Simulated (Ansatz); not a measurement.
The calculation used Ansatz 0.2.0, DFT PBE, scalar-relativistic, plane waves, PAW. Settings: cutoff 420 eV, Γ-centred meshes spaced at most about 0.3 Å⁻¹, and about 0.25 Å⁻¹ or finer for metals (2π included), Gaussian smearing. No spin polarisation in the final relaxations.

These are static total energies at zero pressure.

Two relaxed structures of CdBr₃:

A.

```
Cd Br
1.0
     3.77828    0.00000    0.00000
    -1.88914    3.27209    0.00000
     0.00000    0.00000   11.61973
Cd Br
1 3
Direct
  0.00000 0.00000 0.00000
  0.66667 0.33333 0.50000
  0.33333 0.66667 0.84717
  0.33333 0.66667 0.15283
```

B.

```
Cd Br
1.0
     3.44717    0.00000    0.00000
     0.00000    3.44717    0.00000
     0.00000    0.00000   11.28184
Cd Br
1 3
Direct
  0.00000 0.00000 0.00000
  0.50000 0.50000 0.84738
  0.00000 0.00000 0.50000
  0.50000 0.50000 0.15262
```

Question: Which is lower in energy, and by how much?

Answer: A is lower, by 112 meV/atom. A has space group P-6m2 (No. 187), 35.9 Å³/atom and no gap on its mesh; B has space group P4/mmm (No. 123), 33.5 Å³/atom and no gap. Counting Br atoms around Cd (those within 1.25 times the shortest such distance or 1.15 times the sum of covalent radii, 1.27 where that leaves under three), A has Cd 6 and B has Cd 8. Both come from invented guesses. A third cell relaxed alike, in P-6m2, lies 81 meV/atom below the lower of the two.

No dispersion correction is applied, so the spacing and binding between layers, chains or molecules are poorly described (P-6m2, P4/mmm), and this can change margins and order among such cells. In P-6m2, P4/mmm an odd number of electrons in the primitive cell allows no gap without spin; a larger cell or a magnetic state could open one. A magnetic state wasn't ruled out in cells without spin, among them P-6m2, P4/mmm. Cells relaxed within their symmetry can be saddle points.
